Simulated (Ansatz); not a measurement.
Cs2KInF6 in space group Fm-3m (No. 225; K on 4b, Cs on 8c, In on 4a, F on 24e), PBEsol in the plane-wave PAW code Ansatz. The conduction-band minimum lies at Γ, with 1 equivalent valley. Second derivatives d²E/dk² of the lowest band at one valley (eV·Å²), along Cartesian directions:

| direction | d²E/dk² |
|---|---|
| [100] | 14.41 |
| [010] | 14.41 |
| [001] | 14.41 |
| [110] | 14.41 |
| [101] | 14.41 |
| [011] | 14.41 |

Problem. Find the principal effective masses, the density-of-states mass and the conductivity mass.

Solution. Off-diagonal terms follow from H_xy = H[110] − (H_xx + H_yy)/2, and m*/mₑ = 7.620 eV·Å² over each eigenvalue: 0.53, 0.53, 0.53. One valley's DOS mass (m₁m₂m₃)^(1/3) = 0.53, conductivity mass 3/(Σ 1/mᵢ) = 0.53 mₑ.

Problem. What effective density of states Nc follows at 300 K for parabolic valleys?

Solution. Nc = 2.509e19 × 1 × (0.53)^(3/2) ≈ 9.7e18 cm⁻³.

The first step of the workflow began from a Materials Project structure, measured or hypothetical; the Crystallography Open Database copy checked does not list it. Whether it is the stable phase at ambient conditions was not checked. The cell was relaxed with PBEsol under the symmetry of its start; whether a distortion lowers the energy is not shown. Spin–orbit coupling is left out wherever it is not named.

Potentials: the later of the program's two PAW sets.

Edges and masses are those of Kohn–Sham bands, whose gap is no quasiparticle gap.
